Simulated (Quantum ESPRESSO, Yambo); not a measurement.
RhCuO2 (space group R-3m, No. 166). Cell and atoms were relaxed with PBEsol from Materials Project entry mp-14116, within its symmetry. Chain: norm-conserving PBEsol (Quantum ESPRESSO, 92 Ry, without SOC); G0W0 in Yambo (4×4×4 Γ-centred k mesh, bands 9 to 101 and a 8 Ry block in the screening, 101 bands in G with the Bruneval-Gonze terminator, plasmon pole fitted at 27.2 eV); BSE (8×8×8 mesh, 9 valence and 3 conduction bands, static screening with 40 bands and a 4 Ry block, scissor 0.70 eV, Tamm-Dancoff).

```json
{
 "PBEsol gap (dense path)": "0.68 eV",
 "PBEsol gap F → (0.25, -0.5, -0.5) on the GW mesh": "1.18 eV",
 "PBEsol smallest direct gap on the GW mesh, at (0.25, -0.5, -0.5)": "1.21 eV",
 "G0W0 direct gap at that point": "1.91 eV",
 "G0W0 correction to the gap F → (0.25, -0.5, -0.5)": "0.73 eV",
 "lowest_exciton": "no binding energy given (see below)"
}
```

Rough cost of the Yambo steps against G0W0 for 10 states: BSE within a factor of two.

Convergence of the G0W0 settings was not tested. Oxides, nitrides and fluorides with a shallow 3d shell are known to need far more bands and larger blocks. The mesh misses a band edge: along a dense path the PBEsol gap is 0.68 eV against 1.18 eV on the mesh. The BSE states are vertical excitations (zero momentum); the indirect quasiparticle gap, about 1.41 eV, is smaller than the direct one (1.91 eV on the GW mesh). The run can't give a binding energy: the direct gap on its mesh, 1.91 eV, isn't the smallest one (1.70 eV from the band path plus the scissor). Axes are Cartesian, with cell vectors (Å) (1.54, 0.89, 5.64), (-1.54, 0.89, 5.64), (0.00, -1.77, 5.64).

Spin-orbit splittings are left out. The 3d shell has no Hubbard U; the runs are without spin polarisation, and magnetic order was not tried.
